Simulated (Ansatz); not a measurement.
Ba6LiNb2IrCl2O12 — ¹⁹¹Ir nuclear quadrupole resonance

Cell: a Materials Project structure (computed, not necessarily an observed phase).

```cif
data_Ba6LiNb2IrCl2O12
_symmetry_space_group_name_H-M 'C2/m'
_symmetry_Int_Tables_number 12
_cell_length_a 10.6761
_cell_length_b 5.9965
_cell_length_c 15.2194
_cell_angle_alpha 90.000
_cell_angle_beta 95.915
_cell_angle_gamma 90.000
loop_
_atom_site_label
_atom_site_type_symbol
_atom_site_symmetry_multiplicity
_atom_site_Wyckoff_symbol
_atom_site_fract_x
_atom_site_fract_y
_atom_site_fract_z
Ba1 Ba 4 i 0.3293 0.0000 0.3634
Ba2 Ba 4 i 0.3517 0.0000 0.7830
Ba4 Ba 4 i 0.7165 0.0000 0.9012
Li Li 2 b 0.5000 0.0000 0.0000
Nb Nb 4 i 0.0290 0.0000 0.8189
Ir Ir 2 a 0.0000 0.0000 0.0000
Cl Cl 4 i 0.6553 0.0000 0.4242
O13 O 8 j 0.4535 0.7518 0.9087
O14 O 8 j 0.6111 0.7368 0.7606
O17 O 4 i 0.8622 0.0000 0.7552
O21 O 4 i 0.8384 0.0000 0.0694
```

One atom of each set is listed; the run and its k-mesh use a cell of 24 atoms with edges of 6.12, 6.12, 15.22 Å.

The numbers come from a DFT calculation in Ansatz (r2SCAN, plane waves and PAW, scalar-relativistic, 500 eV cutoff, Γ-centred 5×5×2 k-points, Fermi–Dirac smearing 0.02 eV).

¹⁹¹Ir: I = 3/2, Q = 816.0 mb (year-2017 value). Static lattice, zero field.

Task: Predict the zero-field ¹⁹¹Ir lines of each site.

Result: For I = 3/2 there is one line, ν = (|C_Q|/2)(1 + η²/3)^½.

```csv
site,atoms,V_zz (10²¹ V/m²),C_Q (MHz),η,line frequencies (MHz)
Ir,1,11.31,223,0.64,118.9
```

Task: And for ¹⁹³Ir (I = 3/2, Q = 751.0 mb) on Ir?

Result: C_Q scales with Q to 205 MHz, with lines at 109.5 MHz.

The largest force is 0.7 eV/Å, so the atoms aren't at the calculated equilibrium and relaxing them would move these values. Spin–orbit coupling is left out, which shifts gradients on Ir by a few per cent, and by more where contributions nearly cancel.

Hardware: 2 threads of Arm Neoverse N1 (aarch64; 8 cores open to the job, memory cap 5.0 GiB, no GPU), a shared host with a load of 1.4 a core. Wall time 4 min, CPU time 8 min, peak memory 2.7 GiB.
